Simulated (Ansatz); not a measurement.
Ti3SnO8: rattling a relaxed structure

The structure comes from a generated guess, relaxed at this level; another structure or a mixture of phases may lie lower.

These are results of Ansatz 0.2.0, DFT PBE, scalar-relativistic, plane waves, PAW, not measurements. Cutoff 420 eV; k points 8×8×4 on the computed 12-atom cell (Γ-centred); Gaussian smearing, width 0.02 eV; no spin polarisation.

The cell below (12 atoms, space group P-4m2 (No. 115)) is relaxed within its symmetry.

```
Ti Sn O
1.0
     3.83891    0.00000    0.00000
     0.00000    3.83891    0.00000
     0.00000    0.00000   10.04377
Ti Sn O
3 1 8
Cartesian
  1.9195 1.9195 5.0219
  0.0000 1.9195 2.6393
  1.9195 0.0000 7.4045
  0.0000 0.0000 0.0000
  0.0000 1.9195 4.6187
  1.9195 0.0000 9.4314
  0.0000 0.0000 2.1772
  1.9195 1.9195 7.0044
  0.0000 1.9195 0.6124
  1.9195 0.0000 5.4250
  0.0000 0.0000 7.8666
  1.9195 1.9195 3.0394
```

For the test it was strained at random (σ = 1.5 % a component), the atoms were moved at random (σ = 0.05 Å), and all was relaxed again on a coarse 4×4×2 mesh (in the run’s order of axes) with 0.10 eV smearing, with no symmetry imposed.

Question: Does it come back?

Answer: It returns, within 1 meV/atom of the unmoved cell on that mesh and with the same symmetry when read at 0.1 Å (Pm at 0.01 Å, so small strains and shifts remain). So it is stable against the distortions that fit this cell and that this random move excites. Modes that don't fit the cell aren't tested.
